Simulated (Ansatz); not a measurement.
Starting cell, Cu (fcc, Cu type):

```xyz
4
Lattice="3.6297 0.0000 0.0000 0.0000 3.6297 0.0000 0.0000 0.0000 3.6297" Properties=species:S:1:pos:R:3 pbc="T T T"
Cu     0.0000     0.0000     0.0000
Cu     1.8148     1.8148     0.0000
Cu     1.8148     0.0000     1.8148
Cu     0.0000     1.8148     1.8148
```

In this cell atom 4 (Cu, nearest neighbour Cu at 2.567 Å; its periodic images, 3.6 Å or more away, move with it) is moved by s along Cartesian x, unit vector (1.000, 0.000, 0.000); all other atoms and the cell stay fixed.

These are PBE (plane waves to 420 eV, PAW, scalar-relativistic; Ansatz, a first-principles code) values and carry that method's errors. k mesh 10×10×10 (Γ-centred), Fermi-Dirac smearing 0.05 eV. E stands for the smeared free energy. With partly filled bands, energies and forces of such displacements shift with the k mesh and the smearing. Cu is run without spin polarisation. Cu was relaxed with its symmetry unable to fall. ΔE is measured from the undisplaced structure. The last digit holds for this mesh only.

```json
[
 {"s (Å)": "-0.260", "ΔE (meV/cell)": "230.5"},
 {"s (Å)": "-0.208", "ΔE (meV/cell)": "146.3"},
 {"s (Å)": "-0.156", "ΔE (meV/cell)": "81.7"},
 {"s (Å)": "-0.104", "ΔE (meV/cell)": "withheld"},
 {"s (Å)": "-0.052", "ΔE (meV/cell)": "9.0"},
 {"s (Å)": "0.000", "ΔE (meV/cell)": "0.0"},
 {"s (Å)": "0.052", "ΔE (meV/cell)": "9.0"},
 {"s (Å)": "0.104", "ΔE (meV/cell)": "withheld"},
 {"s (Å)": "0.156", "ΔE (meV/cell)": "81.7"},
 {"s (Å)": "0.208", "ΔE (meV/cell)": "146.3"},
 {"s (Å)": "0.260", "ΔE (meV/cell)": "230.5"}
]
```

**Question.** Fit an even polynomial form (powers 2, 4) to the given rows and predict ΔE at s = -0.104.

**Answer.** Least squares on the 9 given rows: ΔE = (3329)·s² + (1192)·s⁴, in meV/cell with s in Å; root-mean-square residual 0.02 meV/cell. At -0.104 the fit gives 36.1 meV/cell; the calculation gives 36.1 meV/cell, the same to the digits shown. The quadratic term alone would give 36.0 meV/cell.

(A displaced cell: forces are minus the slopes of the energy, force constants its curvatures, and phonons follow from these.)
